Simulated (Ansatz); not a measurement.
## LaGa2: reading a single point

```
CELL_PARAMETERS angstrom
4.35356 0.00000 0.00000
-2.17678 3.77029 0.00000
0.00000 0.00000 4.45652
ATOMIC_POSITIONS crystal
Ga 0.33330 0.66670 0.50000
Ga 0.66660 0.33330 0.50000
La 0.00000 0.00000 0.00000
```

Method: r2SCAN, no spin polarisation; PAW, plane waves to 500 eV, 9×9×8 Γ-centred mesh, fermi-dirac occupations (width 0.0264 eV) (Ansatz 0.2.0), atoms fixed.

Question: Is there a gap?

Answer: It is a metal, with about 1.4 states/eV a cell as the mean within 0.25 eV of the Fermi level, mostly La d (62 %) and Ga p (29 %).

Question: Give the Bader charges.

Answer: Bader charges in e: La +1.48, Ga -0.74. In the mean La gives up most and Ga takes most.

Question: What does the stress say?

Answer: The pressure is -1.6 GPa (compression positive), so with the atoms held at these fractions the cell would first shrink. The principal stresses -2.5, -2.5, 0.1 GPa differ, so its shape would change too.

Question: Is it stable against the elements?

Answer: -0.82 eV an atom against the elements' usual phases (free molecules for gases, crystals otherwise, with no correction for O₂ or N₂), so it is bound against them; other compounds may still compete. Relaxing would lower it.

Origin: a database entry at a rescaled volume. Caveats: f levels without a U or exact exchange are poorly placed.
